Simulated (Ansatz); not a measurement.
A generated cell, not matched to a known phase here, of CrN: F-43m (No. 216), cF8, zinc blende type; a = b = c = 4.390 Å, α = β = γ = 90.00°; N 4c (0.250, 0.250, 0.250); Cr 4a (0.000, 0.000, 0.000). Calculation: r2SCAN (plane waves to 500 eV, PAW, scalar-relativistic; Ansatz, a first-principles code). Element references, the lowest calculated here: Cr (Im-3m, antiferromagnetic), N (Pa-3); gases are represented by their molecular solids.

Question: What formation energy of this F-43m form of CrN from the elements does r2SCAN give?

Answer: -0.66 eV/atom.

A lower structure of this composition may exist.

Static energies, no anion corrections, no zero-point energy. Values are rounded to 0.01 eV/atom. Not shown to be the ambient phase of their composition (a lower form may be missing, and a cell relaxed within its start's symmetry can be a saddle point): CrN (F-43m). Spin state reached: ferromagnetic (net 1.06 μB/atom); other spin orders were not run from this start.
